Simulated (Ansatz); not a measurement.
A trial cell of TiC was relaxed with PBEsol (plane waves to 420 eV, PAW, scalar-relativistic; Ansatz, a quantum-chemistry and plane-wave program).

Before: Pnma (No. 62), oP8; a = 5.921 Å, b = 3.174 Å, c = 4.367 Å, α = β = γ = 90.00°.

After relaxation:

Simulated powder pattern, Cu Kα, λ = 1.54184 Å (kinematic, ideal powder, no thermal factors, no anomalous dispersion; the 24 strongest lines at most, above 1 %, up to 2θ = 90°):

```json
[
 {"2θ (°)": "36.24", "I/Imax (%)": "87"},
 {"2θ (°)": "42.10", "I/Imax (%)": "100"},
 {"2θ (°)": "61.05", "I/Imax (%)": "57"},
 {"2θ (°)": "73.11", "I/Imax (%)": "30"},
 {"2θ (°)": "76.94", "I/Imax (%)": "18"}
]
```

Identify the relaxed structure from its pattern: crystal system, space group and cell.

Cubic, Fm-3m (No. 225), cF8, rock salt type; a = b = c = 4.2929 Å, α = β = γ = 90.00°. Sites: Ti 4b (0.500, 0.500, 0.500); C 4a (0.000, 0.000, 0.000).

Index the strongest lines.

36.24° (111), 42.10° (200), 61.05° (220), 73.11° (311), 76.94° (222).

No spin polarisation in the result.

The run could not lose the symmetry of its start.
